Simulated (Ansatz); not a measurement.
ZnRe: a vibration from a frozen displacement

The calculation used DFT PBEsol, scalar-relativistic, plane waves, PAW (Ansatz 0.2.0). The runs took a 420 eV cutoff, a Γ-centred 21×21×10 mesh and Gaussian smearing (0.15 eV). Spin–orbit coupling is left out, which matters for the heavy elements here. No spin polarisation. Energies are free energies at this smearing, counted from the undisturbed cell; pressure is positive in compression.

Zero of the scan (as given, not relaxed at this level; it stands at -9.3 GPa, and it needn't be the usual structure):

```
Zn Re
1.0
     2.74822    0.00000    0.00000
    -1.37411    2.38003    0.00000
     0.00000    0.00000    4.49407
Zn Re
1 1
Direct
  0.00000 0.00000 0.00000
  0.33333 0.66667 0.50000
```

Every Re atom is moved by x along the Cartesian unit vector (-0.500, -0.866, 0.000); the cell and all other atoms stay fixed. The cell's volume is 29.39 Å³; the moved atoms weigh 186.207 u together and the others 65.380 u.

```csv
x (Å),ΔE (meV/cell),total force on the moved atoms along the move (eV/Å),pressure (GPa)
-0.2000,33.98,0.3355,-8.6373
-0.1000,8.58,0.1710,-9.1142
0.0000,0.00,0.0000,-9.2765
0.0500,2.15,-0.0860,-9.2358
0.1500,19.22,-0.2545,-8.9137
```

Task: What frequency belongs to this motion?

Result: The force constant is k = −dF/dx = 1.716 eV/Å², from the parabola through x = -0.1000, 0 and 0.0500. In every cell the moved atoms swing against the rest, so the mass is μ = m₁m₂/(m₁ + m₂) = 48.390 u, and ν̃ = 521.5 cm⁻¹ × √(|k|/μ) = 98 cm⁻¹, at this cell's pressure of -9.3 GPa. To first order in x, and within 1 %, the force on every atom lies along the move and, within each of the two groups, in proportion to the atom's mass, so this is itself a mode at the zone centre of this cell.

Task: How far does the harmonic law reach?

Result: At x = -0.200 Å, kx²/2 = 34.32 meV against the computed 33.98 meV (-1.0 %): the well is still close to harmonic there.

In a metal these slopes depend on the k mesh and the smearing.